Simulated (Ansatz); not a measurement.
Starting cell, Mg (hcp, Mg type):

```
CELL_PARAMETERS angstrom
      3.18642     0.00000     0.00000
     -1.59321     2.75952     0.00000
      0.00000     0.00000     5.22378
ATOMIC_POSITIONS crystal
  Mg 0.33333 0.66667 0.75000
  Mg 0.66667 0.33333 0.25000
```

The atoms are displaced by Q × the pattern below (from a DFPT mode at Γ, largest move 1; Q in Å), at fixed cell.

```json
[
 {"atom": "Mg1", "x": "0.000", "y": "0.000", "z": "-1.000"},
 {"atom": "Mg2", "x": "0.000", "y": "0.000", "z": "1.000"}
]
```

Method: PBE (plane waves to 420 eV, PAW, scalar-relativistic; Ansatz, a program for electronic structure). k mesh 17×17×9 (Γ-centred), Fermi-Dirac smearing 0.05 eV. E stands for the smeared free energy. With partly filled bands, energies and forces of such displacements shift with the k mesh and the smearing. Mg was relaxed with its symmetry unable to fall. The zero of ΔE is the undisplaced structure. The last digit holds for this mesh only.

```
Q (Å)    ΔE (meV/cell)
-------  -------------
-0.1000          53.43
-0.0833          36.86
-0.0667          23.46
-0.0500       withheld
-0.0333           5.82
-0.0167           1.45
0.0000            0.00
0.0167            1.45
0.0333            5.82
0.0500        withheld
0.0667           23.46
0.0833           36.86
0.1000           53.43
```

Task: Fit an even polynomial form (powers 2, 4, 6) to the given rows and predict ΔE at Q = -0.0500.

Result: Least squares on the 11 given rows: ΔE = (5209)·Q² + (17240)·Q⁴ + (-378100)·Q⁶, in meV/cell with Q in Å; root-mean-square residual 0.015 meV/cell. At -0.0500 the fit gives 13.12 meV/cell; the calculation gives 13.13 meV/cell, so the interpolation is off by -0.01 (-0.1 %). The quadratic term alone would give 13.02 meV/cell.

(For displaced atoms, the force is minus the slope of the energy, and its curvature is a force constant, which sets phonon frequencies.)
